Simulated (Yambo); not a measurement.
# Na₃BrO: sweep of GW parameters

G0W0@PBEsol for Na$_{3}$BrO (anti-perovskite, space group Pm-3m, No. 221) in Yambo. Reference settings: 4×4×4 Γ-centred k mesh, bands 4 to 136 and a 7 Ry block in the screening, 136 bands in G with the Bruneval-Gonze terminator, plasmon pole fitted at 27.2 eV. The PBEsol gap Γ → Γ on this mesh is 1.96 eV; G0W0 gaps are taken between the same points.

```json
[
 {"change from the reference": "reference settings", "G0W0 gap Γ → Γ (eV)": "3.74", "shift of the valence edge (eV)": "-1.12", "rough Yambo cost": "1"},
 {"change from the reference": "1 Ry block", "G0W0 gap Γ → Γ (eV)": "4.13", "shift of the valence edge (eV)": "-1.47", "rough Yambo cost": "within a factor of two"},
 {"change from the reference": "6 Ry block", "G0W0 gap Γ → Γ (eV)": "3.70", "shift of the valence edge (eV)": "-1.09", "rough Yambo cost": "within a factor of two"},
 {"change from the reference": "no terminator", "G0W0 gap Γ → Γ (eV)": "3.62", "shift of the valence edge (eV)": "-0.93", "rough Yambo cost": "–"}
]
```

The reference isn't shown to be the converged limit. Costs are rough (shared machines), scaled to the same edge states, and given only for runs that recompute the screening.

Spin-orbit splittings are left out. The cell is held in this high symmetry; tilts and polar distortions were not searched.

Geometry of the Materials Project entry, not relaxed at this level; primitive cell a = b = c = 4.5331 Å, α = β = γ = 90.00°.

The structure is a Materials Project entry; no match was found in the copy of COD used, and its stability was not checked.

A shift is the quasiparticle energy of the state minus its PBEsol energy.
